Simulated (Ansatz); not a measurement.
## Does relaxation matter for the field gradients of ZnS with Cd replacing Zn?

Start: a supercell of ZnS (wurtzite type, P6_3mc) built from an entry of the Crystallography Open Database (COD), with all atoms left at the host's positions.

Space group P3m1 (No. 156); a = 7.6220, c = 12.4680 Å, γ = 120.00°.

| site | Wyckoff | site symmetry | x | y | z |
| --- | --- | --- | --- | --- | --- |
| Cd | 1a | 3m. | 0.0000 | 0.0000 | 0.0000 |
| Zn2 | 1a | 3m. | 0.0000 | 0.0000 | 0.5000 |
| Zn3 | 3d | .m. | 0.0000 | 0.5000 | 0.0000 |
| Zn4 | 3d | .m. | 0.0000 | 0.5000 | 0.5000 |
| Zn9 | 3d | .m. | 0.1667 | 0.8333 | 0.2500 |
| Zn10 | 3d | .m. | 0.1667 | 0.8333 | 0.7500 |
| Zn15 | 1c | 3m. | 0.6667 | 0.3333 | 0.2500 |
| Zn16 | 1c | 3m. | 0.6667 | 0.3333 | 0.7500 |
| S17 | 1a | 3m. | 0.0000 | 0.0000 | 0.1925 |
| S18 | 1a | 3m. | 0.0000 | 0.0000 | 0.6925 |
| S19 | 3d | .m. | 0.0000 | 0.5000 | 0.1925 |
| S20 | 3d | .m. | 0.0000 | 0.5000 | 0.6925 |
| S25 | 3d | .m. | 0.1667 | 0.8333 | 0.4425 |
| S26 | 3d | .m. | 0.1667 | 0.8333 | 0.9425 |
| S31 | 1c | 3m. | 0.6667 | 0.3333 | 0.4425 |
| S32 | 1c | 3m. | 0.6667 | 0.3333 | 0.9425 |

One atom of each set is listed.

The numbers come from a DFT calculation in Ansatz (PBE, plane waves and PAW, scalar-relativistic, 420 eV cutoff, Γ-centred 3×3×2 k-points, Fermi–Dirac smearing 0.01 eV).

The largest force at the start is 2.2 eV/Å. Relaxing the ions at fixed cell moves them by 0.147 Å at most (atom 30, S) and 0.064 Å rms.

```json
{"site": "Cd", "moved (Å)": "0.063", "first shell before": "4 S at 2.31–2.40 Å", "first shell after": "4 S at 2.47–2.48 Å", "V_zz before (10²¹ V/m²)": "4.39", "η before": "0.00"}
{"site": "Zn2", "moved (Å)": "0.030", "first shell before": "4 S at 2.31–2.40 Å", "first shell after": "4 S at 2.33–2.34 Å", "V_zz before (10²¹ V/m²)": "1.88", "η before": "0.00"}
{"site": "Zn3", "moved (Å)": "0.033", "first shell before": "4 S at 2.31–2.40 Å", "first shell after": "4 S at 2.31–2.33 Å", "V_zz before (10²¹ V/m²)": "1.89", "η before": "0.00"}
{"site": "Zn4", "moved (Å)": "0.033", "first shell before": "4 S at 2.31–2.40 Å", "first shell after": "4 S at 2.32–2.33 Å", "V_zz before (10²¹ V/m²)": "1.81", "η before": "0.00"}
{"site": "Zn9", "moved (Å)": "0.074", "first shell before": "4 S at 2.31–2.40 Å", "first shell after": "4 S at 2.32–2.33 Å", "V_zz before (10²¹ V/m²)": "1.79", "η before": "0.05"}
{"site": "Zn10", "moved (Å)": "0.019", "first shell before": "4 S at 2.31–2.40 Å", "first shell after": "4 S at 2.32–2.33 Å", "V_zz before (10²¹ V/m²)": "1.80", "η before": "0.00"}
{"site": "Zn15", "moved (Å)": "0.023", "first shell before": "4 S at 2.31–2.40 Å", "first shell after": "4 S at 2.33 Å", "V_zz before (10²¹ V/m²)": "1.79", "η before": "0.00"}
{"site": "Zn16", "moved (Å)": "0.043", "first shell before": "4 S at 2.31–2.40 Å", "first shell after": "4 S at 2.33–2.34 Å", "V_zz before (10²¹ V/m²)": "1.86", "η before": "0.00"}
{"site": "S17", "moved (Å)": "0.143", "first shell before": "3 Zn at 2.31 Å, 1 Cd at 2.40 Å", "first shell after": "3 Zn at 2.32 Å, 1 Cd at 2.48 Å", "V_zz before (10²¹ V/m²)": "-1.77", "η before": "0.00"}
{"site": "S18", "moved (Å)": "0.035", "first shell before": "4 Zn at 2.31–2.40 Å", "first shell after": "4 Zn at 2.33–2.34 Å", "V_zz before (10²¹ V/m²)": "-0.51", "η before": "0.00"}
{"site": "S19", "moved (Å)": "0.033", "first shell before": "4 Zn at 2.31–2.40 Å", "first shell after": "4 Zn at 2.33 Å", "V_zz before (10²¹ V/m²)": "-0.62", "η before": "0.15"}
{"site": "S20", "moved (Å)": "0.051", "first shell before": "4 Zn at 2.31–2.40 Å", "first shell after": "4 Zn at 2.32–2.33 Å", "V_zz before (10²¹ V/m²)": "-0.59", "η before": "0.04"}
{"site": "S25", "moved (Å)": "0.011", "first shell before": "4 Zn at 2.31–2.40 Å", "first shell after": "4 Zn at 2.32–2.33 Å", "V_zz before (10²¹ V/m²)": "-0.59", "η before": "0.00"}
{"site": "S26", "moved (Å)": "0.147", "first shell before": "3 Zn at 2.31–2.40 Å, 1 Cd at 2.31 Å", "first shell after": "3 Zn at 2.31–2.32 Å, 1 Cd at 2.47 Å", "V_zz before (10²¹ V/m²)": "-1.18", "η before": "0.58"}
{"site": "S31", "moved (Å)": "0.049", "first shell before": "4 Zn at 2.31–2.40 Å", "first shell after": "4 Zn at 2.33 Å", "V_zz before (10²¹ V/m²)": "-0.57", "η before": "0.00"}
{"site": "S32", "moved (Å)": "0.021", "first shell before": "4 Zn at 2.31–2.40 Å", "first shell after": "4 Zn at 2.33–2.34 Å", "V_zz before (10²¹ V/m²)": "-0.64", "η before": "0.00"}
```

Problem. What are V_zz and η after the relaxation?

Solution. 

| site | V_zz after | η after | change of V_zz |
| --- | --- | --- | --- |
| Cd | -0.18 | 0.00 | -4.57 |
| Zn2 | 0.054 | 0.00 | -1.83 |
| Zn3 | -0.91 | 0.57 | – |
| Zn4 | -0.17 | 0.31 | -1.98 |
| Zn9 | -0.58 | 0.26 | – |
| Zn10 | 0.42 | 0.06 | – |
| Zn15 | -0.079 | 0.00 | -1.87 |
| Zn16 | -0.10 | 0.00 | -1.96 |
| S17 | -0.88 | 0.00 | +0.89 |
| S18 | -0.038 | 0.00 | +0.47 |
| S19 | 0.51 | 0.21 | +1.13 |
| S20 | 0.28 | 0.75 | – |
| S25 | -0.58 | 0.47 | +0.01 |
| S26 | -1.76 | 0.49 | -0.58 |
| S31 | 0.23 | 0.00 | +0.80 |
| S32 | 0.34 | 0.00 | +0.98 |

The largest change of V_zz along a kept axis is on Cd, from 4.39 to -0.18. In per cent, |V_zz| changes by -97 on Zn, -93 to +49 on S (all sites that start above 0.5, bar those whose gradient vanishes or changes sign or whose main axis turns by over 40°). Where |V_zz| stays above 0.1 and the axes keep their order, η moves most on S25, from 0.00 to 0.47. On S26 V_xx and V_yy change places (or their axes turn by over 50°), so the two values of η hide a larger change. V_zz changes sign on Cd (same axis), Zn16 (same axis), Zn4 (same axis), Zn15 (same axis), S32 (same axis), S19 (axis turned by 28°), S31 (same axis). On Zn3, Zn10, Zn9, S20 the largest principal value lies along another axis in the second run, so the two V_zz can't be compared directly. The host's own positions weren't relaxed first, so part of the change far from the defect can be the host's relaxation.

The defect repeats with the cell of 32 atoms, so it feels its images: sites between two images don't show the values beside a lone defect, and zeros or small values of η there can come from the images' arrangement. S and Zn carry a gradient in the pure host already, so the values there aren't the defect's effect alone. Without spin–orbit coupling (the program notes it for Cd) the gradients are little affected as a rule: paired runs on crystals with a gap mostly move them by under 2 % at such atoms.
Before: The neighbours have not yet relaxed around the defect (largest force 2.2 eV/Å), so a real crystal will differ.
After: The relaxation keeps the site symmetry 3m of the start, so the impurity can move only along its axis; a start off the site could end lower.
